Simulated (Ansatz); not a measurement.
Problem. FeCo (CsCl type, Pm-3m) is relaxed with the program Ansatz at the PBEsol level (PAW). What lattice parameters of the conventional cell result?

Solution. a = 2.800 Å.

The PBEsol relaxation kept the symmetry of its start. Spin order of the final state: ferromagnetic, chosen from 5 collinear starts compared on coarse meshes (ties went to the first, and starts can fall back to one state), not a proven ground state. Textbook magnetic order: ferromagnetic.

Potentials: the later of the program's two PAW sets.
